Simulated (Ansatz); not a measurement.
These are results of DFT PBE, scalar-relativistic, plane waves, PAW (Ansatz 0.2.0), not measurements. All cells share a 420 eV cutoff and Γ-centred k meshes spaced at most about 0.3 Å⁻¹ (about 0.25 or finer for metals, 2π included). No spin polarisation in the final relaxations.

All energies are static (0 K, no zero-point motion). All come from trial cells, and lower structures may exist.

**Question.** Which of these relaxed structures of HfTi₄Si is the lowest in energy?
A. Space group F-43m (No. 216), cubic, a = 7.501 Å. Hf has 12 Ti at 3.10 Å and 4 Si at 3.25 Å; Ti has 6 Ti at 2.59–2.71 Å, 3 Hf at 3.10 Å and 3 Si at 3.12 Å; around Si lie 12 Ti at 3.12 Å and 4 Hf at 3.25 Å.
B. Space group P4/mmm (No. 123), tetragonal, a = 6.314 Å, c = 2.920 Å. Around Hf lie 2 Hf at 2.92 Å and 8 Ti at 3.35 Å; around Ti lie 1 Ti at 2.23 Å, 2 Si at 2.51 Å, 4 Ti at 2.89–2.92 Å and 2 Hf at 3.35 Å; Si is surrounded by 8 Ti at 2.51 Å and 2 Si at 2.92 Å.
C. Space group P6/mmm (No. 191), hexagonal, a = 4.553 Å, c = 5.617 Å. Hf has 2 Si at 2.81 Å and 12 Ti at 3.00 Å; Ti has 4 Ti at 2.63–2.71 Å, 1 Ti at 2.90 Å, 3 Si at 2.96 Å and 3 Hf at 3.00 Å; around Si lie 2 Hf at 2.81 Å and 12 Ti at 2.96 Å.

**Answer.** C. It has space group P6/mmm (No. 191); the next, A, with space group F-43m (No. 216), lies 0.34 eV/atom higher. Counting Hf or Ti atoms around Si (for each partner element, those within 1.25 times its shortest distance or 1.15 times the sum of covalent radii, where it is the nearest in units of that sum or under 1.3), the lowest has Si 14 and the next has Si 16.

Spin–orbit coupling, which can matter for Hf, is left out. A magnetic state wasn't ruled out in cells without spin, among them F-43m, P4/mmm. Cells relaxed within their symmetry can be saddle points. Some types were kept out of the candidates beforehand, so the set may lack a known form.
